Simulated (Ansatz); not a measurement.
**Question.** MoS2 in space group R3m (No. 160; Mo on 3a, S on 3a, S on 3a) is relaxed with PBE+D3(BJ) (plane waves, PAW; program Ansatz). What lattice parameters of the conventional cell result?

**Answer.** a = 3.153 Å, c = 17.997 Å.

**Question.** Give the free coordinates with the occupied sites.

**Answer.** In one choice of origin and axes:

| atom | site | symmetry | x | y | z |
|---|---|---|---|---|---|
| Mo | 3a | 3m | 0.0000 | 0.0000 | 0.9998 |
| S | 3a | 3m | 0.0000 | 0.0000 | 0.4200 |
| S | 3a | 3m | 0.0000 | 0.0000 | 0.2463 |

**Question.** Is it a metal or does it have a gap at this level?

**Answer.** A gap of 0.77 eV, indirect.

The PBE+D3(BJ) relaxation kept the symmetry of its start. The run is not spin-polarised. Scalar-relativistic: spin–orbit coupling is off unless named, which matters more the heavier the elements.

Potentials: the earlier of the program's two PAW sets.
